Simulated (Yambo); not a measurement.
**How GW settings move the gap: KAuF$_{4}$**

G0W0@PBEsol for KAuF4 (space group I4/mcm, No. 140) in Yambo. Reference settings: 2×2×2 Γ-centred k mesh, bands 9 to 315 and a 7 Ry block in the screening, 315 bands in G with the Bruneval-Gonze terminator, plasmon pole fitted at 27.2 eV. The PBEsol gap X → X on this mesh is 2.32 eV; G0W0 gaps are taken between the same points.

```
change from the reference  G0W0 gap X → X (eV)  shift of the valence edge (eV)        rough Yambo cost
-------------------------  -------------------  ------------------------------  ----------------------
reference settings                        6.34                           -1.85                       1
159 bands in W                            6.38                           -1.76               about 1/2
6 Ry block                                6.35                           -1.87  within a factor of two
pole fitted at 40 eV                      6.39                           -1.90                       –
no random integration                     6.20                           -1.56                       –
no terminator                             6.39                           -1.62                       –
```

The reference isn't shown to be the converged limit. Costs are rough (shared machines), scaled to the same edge states, and given only for runs that recompute the screening.

Without spin-orbit coupling, band edges of such heavy elements can be off by tenths of an eV.

Geometry of the Materials Project entry, not relaxed at this level; primitive cell a = b = c = 7.079 Å, α = β = 129.81°, γ = 73.72°.

A shift is the quasiparticle energy of the state minus its PBEsol energy.
